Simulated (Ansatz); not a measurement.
A plane-wave DFT run in Ansatz 0.2.0 (scalar-relativistic PAW potentials unless the input names others): input and command.

```yaml
crystal:
  lattice:
    - [4.4675168491, 0.0, 0.0]
    - [0.0, 4.4675168491, 0.0]
    - [0.0, 0.0, 4.4675168491]
  atoms:
    - { symbol: Sr, position: [0.0, 0.0, 0.0] }
    - { symbol: Ag, position: [0.0, 0.5, 0.5] }
    - { symbol: Ag, position: [0.5, 0.0, 0.5] }
    - { symbol: Ag, position: [0.5, 0.5, 0.0] }
basis:
  ecutwfc: 420
kpoints:
  mp_grid: { grid: [10, 10, 10] }
hamiltonian:
  xc: pbe
scf:
  occupations: { method: gaussian, width: 0.1 }
  initial_density: { chi_scale: 0.3 }
output:
  forces: true
  eigenvalues: true
  stress: true
relax:
  adjacent_minimum: "off"
  f_tol: 0.01
  max_steps: 80
  cell: { stress_tol: 0.05 }
```

```bash
ansatz run input.yaml --threads 1 --pin off --max-ram 2560MiB --backend cpu --events-out ev --progress --plain --runs-dir out
```

Abridged log:
```
Pseudopotentials: kind: paw
Pseudopotential: Sr, paw, valence charge 10, recommended cutoff 420 eV (normal)
Pseudopotential: Ag, paw, valence charge 19, recommended cutoff 420 eV (normal)
Functional definition: PBE
Crystal: 4 atoms, lattice volume = 89.166 Å³
Basis set: ecut = 420 eV, 1743 PW (Γ), exchange–correlation on 60×60×60 points (8 copies of the dense FFT grid, shifted against one another)
Bands: 41, of which v1, the nominal top of the filled ones, is band 34 counted from 1 (33 counted from 0)
Symmetry: 48 space group operations
Space group: Pm-3m (ITA 221), of the structure as read, at distance tolerance 4.5e-5 Å
k-points: 56 of 1000
Initial density: superposition of atomic densities (chi_scale 0.3, normalization cell, long waves kept (reshape's long-wave potential 0.00 eV rms))
Initial wavefunctions: pseudopotential atomic-orbital guess
Functional: x = pbe(κ = 0.804, μ = 0.21951497), c = pbe(β = 0.06672455)
SCF iter   1: F=—  HF=-26336.354264 eV  |F-HF|=—  |Δ(HF+E_count)|=         —  Δρ=3.02e-1  dr2=1.59e2  ethr=3.10e-3  ⟨swp⟩=9.8  Hψ=12085  notcnv=0
SCF iter   2: F=—  HF=-26320.697489 eV  |F-HF|=—  |Δ(HF+E_count)|=    1.57e1  Δρ=1.08e-1  dr2=2.10e1  ethr=3.10e-3  ⟨swp⟩=4.0  Hψ=5312  notcnv=0  defer=49
SCF iter   3: F=—  HF=-26317.299817 eV  |F-HF|=—  |Δ(HF+E_count)|=    3.40e0  Δρ=4.58e-2  dr2=4.63e0  ethr=3.10e-3  ⟨swp⟩=3.0  Hψ=4237  notcnv=0  defer=81
SCF iter   4: F=—  HF=-26316.196648 eV  |F-HF|=—  |Δ(HF+E_count)|=    1.10e0  Δρ=1.72e-2  dr2=6.78e-1  ethr=3.10e-3  ⟨swp⟩=3.0  Hψ=3356  notcnv=1  defer=91
SCF iter   5: F=—  HF=-26316.024102 eV  |F-HF|=—  |Δ(HF+E_count)|=   1.73e-1  Δρ=6.12e-3  dr2=9.69e-2  ethr=1.01e-3  ⟨swp⟩=2.9  Hψ=3388  notcnv=0  defer=98
SCF iter   6: F=—  HF=-26315.994612 eV  |F-HF|=—  |Δ(HF+E_count)|=   2.95e-2  Δρ=1.83e-3  dr2=7.23e-3  ethr=1.45e-4  ⟨swp⟩=2.1  Hψ=3121  notcnv=0  defer=101
SCF iter   7: F=—  HF=-26315.993260 eV  |F-HF|=—  |Δ(HF+E_count)|=   1.35e-3  Δρ=9.99e-4  dr2=2.52e-3  ethr=1.08e-5  ⟨swp⟩=1.8  Hψ=2726  notcnv=0  defer=101
SCF iter   8: F=—  HF=-26315.992399 eV  |F-HF|=—  |Δ(HF+E_count)|=   8.61e-4  Δρ=2.52e-4  dr2=1.04e-4  ethr=3.76e-6  ⟨swp⟩=2.0  Hψ=3309  notcnv=0  defer=101
   ...
SCF iter   5: F=—  HF=-26316.054782 eV  |F-HF|=—  |Δ(HF+E_count)|=   2.12e-7  Δρ=9.41e-6  dr2=7.10e-8  ethr=1.09e-9  ⟨swp⟩=2.0  Hψ=3421  notcnv=0
SCF iter   6: F=-26316.054782 eV  HF=-26316.054782 eV  |F-HF|=1.11e-9  |Δ(HF+E_count)|=   7.68e-9  Δρ=1.58e-6  dr2=3.27e-9  ethr=1.75e-11  ⟨swp⟩=5.7  Hψ=8952  notcnv=0
SCF 4 converged in 6 iterations: F = -26316.054782 eV  dr2 = 3.27e-9
relax step   4: F+E_penalty+E_count = -26316.05478201 eV  Δ(F+E_penalty+E_count) = -6.936e-5 eV  max|allowed force component| = 9.828e-30 eV/Å  Δτ_max = 0.0000 Å  P = -0.002 GPa  Ω = 95.590 Å³  energy of the carried Pulay correction = -1.540e-3 eV  (6 SCF iters, dr2 threshold 1.17e-8 eV, accepted)
Basis set: ecut = 420 eV, 1863 PW (Γ), exchange–correlation on 64×64×64 points (8 copies of the dense FFT grid, shifted against one another)
Initial wavefunctions: pseudopotential atomic-orbital guess (no wavefunctions were taken with the density)
SCF iter   1: F=—  HF=-26316.055937 eV  |F-HF|=—  |Δ(HF+E_count)|=         —  Δρ=1.70e-4  dr2=3.46e-6  ethr=3.72e-6  ⟨swp⟩=3.4  Hψ=15651  notcnv=0
SCF iter   2: F=—  HF=-26316.056015 eV  |F-HF|=—  |Δ(HF+E_count)|=   7.79e-5  Δρ=8.38e-5  dr2=8.75e-7  ethr=5.17e-9  ⟨swp⟩=2.4  Hψ=4388  notcnv=0
SCF iter   3: F=—  HF=-26316.056032 eV  |F-HF|=—  |Δ(HF+E_count)|=   1.73e-5  Δρ=2.12e-5  dr2=5.70e-8  ethr=1.31e-9  ⟨swp⟩=2.5  Hψ=3984  notcnv=0
SCF iter   4: F=—  HF=-26316.056033 eV  |F-HF|=—  |Δ(HF+E_count)|=   8.93e-7  Δρ=1.36e-6  dr2=8.23e-10  ethr=8.51e-11  ⟨swp⟩=2.0  Hψ=3983  notcnv=0
SCF iter   5: F=—  HF=-26316.056033 eV  |F-HF|=—  |Δ(HF+E_count)|=   3.36e-9  Δρ=2.14e-7  dr2=6.25e-11  ethr=1.23e-12  ⟨swp⟩=2.1  Hψ=4162  notcnv=0
SCF iter   6: F=-26316.056033 eV  HF=-26316.056033 eV  |F-HF|=0.00e0  |Δ(HF+E_count)|=  2.18e-11  Δρ=1.10e-7  dr2=1.79e-11  ethr=1.00e-12  ⟨swp⟩=5.6  Hψ=8259  notcnv=0
SCF 5 converged in 6 iterations: F = -26316.056033 eV  dr2 = 1.79e-11
SCF converged after 6 iterations
Free energy (F): -26316.056033 eV
Harris-Foulkes:  -26316.056033 eV  (|F-HF|=0.00e0)
Internal energy: -26316.047746 eV  (E = F + TS)
E sigma→0 (E₀):  -26316.051889 eV
Entropy (-TS):   -0.008287 eV (-2.072 meV/atom)
Fermi energy:    12.007510 eV
--- Forces (eV/Å), atoms counted from 1 ---
  atom   1  Sr     0.00000000     0.00000000     0.00000000
  atom   2  Ag     0.00000000     0.00000000     0.00000000
  atom   3  Ag     0.00000000     0.00000000     0.00000000
  atom   4  Ag     0.00000000     0.00000000     0.00000000
--- Stress (GPa, compression-positive) ---
       -0.017148       0.000000       0.000000
        0.000000      -0.017148       0.000000
        0.000000       0.000000      -0.017148
  P = ⅓ Tr σ = -0.0171 GPa (-0.171 kbar)
--- Relaxed structure (4 steps of the walk, 4 accepted, 1 SCFs on fresh bases) ---
  F+E_penalty+E_count = -26316.05603279 eV   max|allowed force component| = 4.240e-29 eV/Å   (the final SCF, on the basis selected at the relaxed cell)
  cell:  # Å, volume = 95.5895 Å³
    - [4.57232160, 0.0, 0.0]
    - [0.0, 4.57232160, 0.0]
    - [0.0, 0.0, 4.57232160]
  atoms:
    - { symbol: Sr, position: [0.0, 0.0, 0.0] }
    - { symbol: Ag, position: [0.0, 0.5, 0.5] }
    - { symbol: Ag, position: [0.5, 0.0, 0.5] }
    - { symbol: Ag, position: [0.5, 0.5, 0.0] }
```

Apart from outputs and empty bands, the input differs from a reference run on usual settings in scf.initial_density.chi_scale: not typed → 0.3. The reference, at the same start, ended its own course with a relaxed volume of 23.90 Å³/atom, pressure -0.02 GPa, largest force 0.000 eV/Å, no gap on the mesh. This run converged in 37 SCF iterations over all its steps (reference: 34) with an energy at zero smearing within 0.01 meV/atom of the reference's, a relaxed volume of 23.90 Å³/atom, pressure -0.02 GPa, largest force 0.000 eV/Å, no gap on the mesh.

It took 64 s on 1 thread of Arm Neoverse V1 (shared host), peak memory 0.43 GiB.